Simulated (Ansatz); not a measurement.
**AlFe (Pm-3m): the volume from the results**

The reference geometry is a structure as deposited in COD; nothing is relaxed.

Functional, mesh and filling: PBE, 11×11×11 k mesh, Fermi–Dirac smearing of 0.1 eV. PAW means Ansatz 0.2.0 on its default frozen-core files. Site moments are integrated in spheres about the atoms.

The input and its command:

```yaml
crystal:
  lattice:
    - [2.91, 0.0, 0.0]
    - [0.0, 2.91, 0.0]
    - [0.0, 0.0, 2.91]
  atoms:
    - { symbol: Al, position: [0.0, 0.0, 0.0] }
    - { symbol: Fe, position: [0.5, 0.5, 0.5], spin: 3.0 }
magnetization:
  spin_polarized: true
kpoints:
  mp_grid: { grid: [11, 11, 11] }
scf:
  occupations: { method: fermi_dirac, width: 0.1 }
  lower_state_search: "off"
hamiltonian:
  xc: pbe
  pseudopotentials: { kind: paw }
output:
  forces: true
  stress: true
  eigenvalues: true
  populations: true
```

Command: `ansatz run input.yaml --threads 1 --pin off --max-ram 3072MiB --backend cpu --events-out ev --progress --plain --runs-dir out`

The cell is scaled evenly, and every run starts from the same moments. Some of the runs:

```tsv
V/V₀	cell moment (μB)	largest site moment (μB)	F − F(V₀) (meV/atom)
0.85	0.60	0.61	108
0.9	0.65	0.66	26
0.95	0.68	0.71	-6
```

Another run of the series gave cell moment (μB) = 0.51, largest site moment (μB) = 0.51, F − F(V₀) (meV/atom) = 255. At which V/V₀ was it made?
A. 1.1
B. 1.18
C. 1.05
D. 0.8
E. 0.72

D. V/V₀ = 0.8.

Another run of the series gave cell moment (μB) = 0.75, largest site moment (μB) = 0.80, F − F(V₀) (meV/atom) = 35. At which V/V₀ was it made?
A. 1.18
B. 1.1
C. 1.05
D. 0.8
E. 0.72

C. V/V₀ = 1.05.

The whole series:

```tsv
V/V₀	cell moment (μB)	largest site moment (μB)	F − F(V₀) (meV/atom)
0.72	0.00	0.00	682
0.8	0.51	0.51	255
0.85	0.60	0.61	108
0.9	0.65	0.66	26
0.95	0.68	0.71	-6
1	0.71	0.75	0
1.05	0.75	0.80	35
1.1	0.81	0.88	92
1.18	1.85	1.99	204
```

Under strong compression frozen cores are worth checking against an all-electron run. The Ansatz runs typed with the search for lower states off end where their start leads. The magnetic state is the one that this cell and start allow. It needn't be the compound's measured order, which may need a larger cell or be absent.
